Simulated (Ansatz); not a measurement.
Consider the following.

Ta2O5:
```cif
data_O5Ta2
_chemical_formula_sum 'Ta2 O5'
_space_group_name_H-M_alt 'P 1'
_space_group_IT_number 1
_cell_length_a 3.66997
_cell_length_b 3.85901
_cell_length_c 6.43335
_cell_angle_alpha 90.000
_cell_angle_beta 90.000
_cell_angle_gamma 90.000
loop_
_space_group_symop_operation_xyz
  'x, y, z'
loop_
_atom_site_label
_atom_site_type_symbol
_atom_site_fract_x
_atom_site_fract_y
_atom_site_fract_z
_atom_site_occupancy
Ta1 Ta 0.50000 0.00000 0.50000 1
Ta2 Ta 0.00000 0.00000 0.00000 1
O1 O 0.50000 0.50000 0.50000 1
O2 O 0.00000 0.00000 0.67924 1
O3 O 0.00000 0.00000 0.32076 1
O4 O 0.00000 0.50000 0.00000 1
O5 O 0.50000 0.00000 0.00000 1
```

This is the PBEsol-relaxed structure.

All from PBEsol in the plane-wave PAW code Ansatz, unless another level is named. Give the Poisson's ratio.

0.30.

Give the highest zone-centre frequency (without LO–TO term).

26.10 THz.

Space group Pmmm. The workflow started from a Materials Project entry (that database holds measured and hypothetical structures alike); the Crystallography Open Database copy checked does not list it. COD files the formula under space group No. 49, so this cell is another polymorph or a model. Whether it is the stable phase at ambient conditions was not checked. Symmetry was held in the PBEsol relaxation. At this level the phase is dynamically unstable (imaginary phonons). The run is not spin-polarised. Scalar-relativistic: spin–orbit coupling is off unless named, which matters more the heavier the elements.

Potentials: the later of the program's two PAW sets.
